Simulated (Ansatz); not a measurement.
Method: DFT PBE, scalar-relativistic, plane waves, PAW (Ansatz). All cells share a 420 eV cutoff and Γ-centred k meshes spaced at most about 0.3 Å⁻¹ (about 0.25 or finer for metals, 2π included). No spin polarisation in the final relaxations.

Temperature and zero-point effects are left out.

Two relaxed structures of MgSc2C2:

1.

```cif
data_structure
_symmetry_space_group_name_H-M 'I4/mmm'
_symmetry_Int_Tables_number 139
_cell_length_a 4.3123
_cell_length_b 4.3123
_cell_length_c 11.1680
_cell_angle_alpha 90.000
_cell_angle_beta 90.000
_cell_angle_gamma 90.000
_cell_volume 207.68
loop_
_atom_site_label
_atom_site_type_symbol
_atom_site_symmetry_multiplicity
_atom_site_Wyckoff_symbol
_atom_site_fract_x
_atom_site_fract_y
_atom_site_fract_z
_atom_site_occupancy
Mg1 Mg 2 a 0.00000 0.00000 0.00000 1
Sc1 Sc 4 d 0.00000 0.50000 0.25000 1
C1 C 4 e 0.50000 0.50000 0.31446 1
```

2.

```cif
data_structure
_symmetry_space_group_name_H-M 'P-6m2'
_symmetry_Int_Tables_number 187
_cell_length_a 3.5381
_cell_length_b 3.5381
_cell_length_c 6.3993
_cell_angle_alpha 90.000
_cell_angle_beta 90.000
_cell_angle_gamma 120.000
_cell_volume 69.37
loop_
_atom_site_label
_atom_site_type_symbol
_atom_site_symmetry_multiplicity
_atom_site_Wyckoff_symbol
_atom_site_fract_x
_atom_site_fract_y
_atom_site_fract_z
_atom_site_occupancy
Mg1 Mg 1 e 0.66667 0.33333 0.00000 1
Sc1 Sc 2 g 0.00000 0.00000 0.70579 1
C1 C 1 f 0.66667 0.33333 0.50000 1
C2 C 1 c 0.33333 0.66667 0.00000 1
```

**Question.** Which is lower in energy, and by how much?

**Answer.** Cell 1 is lower, by 195 meV/atom. Cell 1 has space group I4/mmm (No. 139), 20.8 Å³/atom and a gap of 1.16 eV on its mesh; cell 2 has space group P-6m2 (No. 187), 13.9 Å³/atom and no gap. Counting C atoms around Mg and Sc (those within 1.25 times the shortest such distance or 1.15 times the sum of covalent radii, 1.27 where that leaves under three; a plus sign parts nearer from farther groups), cell 1 has Mg 2, Sc 4 and cell 2 has Mg 3, Sc 3+3. The lower one is the more open, so pressure narrows the difference. In cell 1, Mg is surrounded by 2 C at 2.07 Å; Sc has 4 C at 2.27 Å and 4 Sc at 3.05 Å; C is surrounded by 1 Mg at 2.07 Å and 4 Sc at 2.27 Å. In cell 2, Mg has 3 C at 2.04 Å and 6 Sc at 2.78 Å; Sc is surrounded by 3 C at 2.43 Å, 1 Sc at 2.63 Å, 3 C at 2.78 Å and 3 Mg at 2.78 Å; around C on its first site lie 6 Sc at 2.43 Å; 1 more site not described. Both come from invented guesses. A third cell relaxed alike, in P-3m1, lies 81 meV/atom below the lower of the two.

Kohn–Sham gaps at this level usually fall short of measured ones. The zero gap of P-6m2 may come from the functional, which often closes small gaps, or the cell may be a true semimetal. Cells relaxed within their symmetry can be saddle points.
